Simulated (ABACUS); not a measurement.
Input and output of a self-consistent single point for Zn2SeS (Pm, 4 atoms in the cell; from Materials Project mp-1215430, changed as shown) (ABACUS).

Level of theory: PBEsol, PseudoDojo 0.4 standard norm-conserving PBEsol (tails mended) pseudopotentials (plane waves; ABACUS).

The change in words: atom 4 moved by -0.08 angstrom along y. Reference geometry (P-4m2):
```
CELL_PARAMETERS angstrom
      3.90929     0.00000     0.00000
      0.00000     3.90929     0.00000
      0.00000     0.00000     5.52212
ATOMIC_POSITIONS crystal
  Zn 0.50000 0.00000 0.76306
  Zn 0.00000 0.50000 0.23694
  Se 0.00000 0.00000 0.50000
  S  0.50000 0.50000 0.00000
```

Reference input (self-consistent single point, DFT, PBEsol, plane waves, PseudoDojo 0.4 standard norm-conserving PBEsol (tails mended) pseudopotentials): KPT = Gamma 5 5 3 0 0 0; basis_type = pw; dft_functional = PBESOL; ecutwfc = 86 Ry; smearing_method = gaussian; smearing_sigma = 0.00367493 Ry; potentials = PseudoDojo 0.4 standard norm-conserving PBEsol (tails mended); symmetry = 1; ks_solver = dav_subspace; scf_nmax = 100; scf_thr = 1.0e-09 Ry; mixing_type = broyden. This run's input differs from it in these lines:

```diff
@@ -49,3 +49,3 @@
 1
-   1.9546450000    1.9546450000    0.0000000000 1 1 1
+   1.9546450000    1.8746452894    0.0000000000 1 1 1
 # file: KPT
```

Output (repeated stretches shortened):

```
 SELF-CONSISTENT
 -------------------------------------------
                                 init_chg = atomic

 PW ALGORITHM --------------- ION=   1  ELEC=   1--------------------------------

 Notice: Threshold on eigenvalues was too large.

 Density error is 0.158438834585
                          Error Threshold = 0.000252000683933
 E_KohnSham     -1100.0823352902     -14967.3880290939
 E_Fermi        0.6679962145         9.0885547600

 PW ALGORITHM --------------- ION=   1  ELEC=   2--------------------------------

 Density error is 0.0377199947906
                          Error Threshold = 0.000255546507395
   [... lines left out ...]

 Density error is 2.66169778551e-08
                          Error Threshold = 4.39301261563e-10
 E_KohnSham     -1100.1325844706     -14968.0717042659
 E_Fermi        0.6716687357         9.1385219743

 PW ALGORITHM --------------- ION=   1  ELEC=   8--------------------------------

 Density error is 5.86797236761e-10
                          Error Threshold = 4.29306094437e-11
 E_KohnSham     -1100.1325844766     -14968.0717043487
 E_KS(sigma->0) -1100.1325844766     -14968.0717043487
 E_entropy(-TS) -0.0000000000        -0.0000000000
 E_Fermi        0.6716760569         9.1386215845
 charge density convergence is achieved
 final etot is -14968.071704 eV
 EFERMI = 9.1386215845 eV

 STATE ENERGY(eV) AND OCCUPATIONS    NSPIN == 1
   [... 38 lines left out ...]

 TOTAL-FORCE (eV/Angstrom)
                       Zn1         0.0000000000        -0.4029009827        -0.0547771862
                       Zn2         0.0000000000        -0.0311468889        -0.0142539941
                       Se1         0.0000000000        -0.1215774967        -0.0011247270
                        S1         0.0000000000         0.5556253682         0.0701559073

 TOTAL-STRESS (KBAR)
       -12.1662021089         0.0000000000         0.0000000000
         0.0000000000        -9.9071976132         6.9983117088
         0.0000000000         6.9983117088       -11.1660413880
 TOTAL-PRESSURE: -11.079814 KBAR

 --------------------------------------------
 !FINAL_ETOT_IS -14968.0717043487256888 eV
 --------------------------------------------
```

The run converged in 8 iterations. Against the reference run the free energy goes up by 5.5 meV/atom, the pressure goes from -1.22 to -1.11 GPa and the largest force goes from 0.006 to 0.560 eV/Å.

The structure comes from a collection of computed structures, made at another level of theory; the collection holds predicted forms beside known ones.

Cost on one core: very roughly 50 core-seconds.

“Tails mended”: in these copies of the files the far tail of each local potential was reset to the Coulomb form.
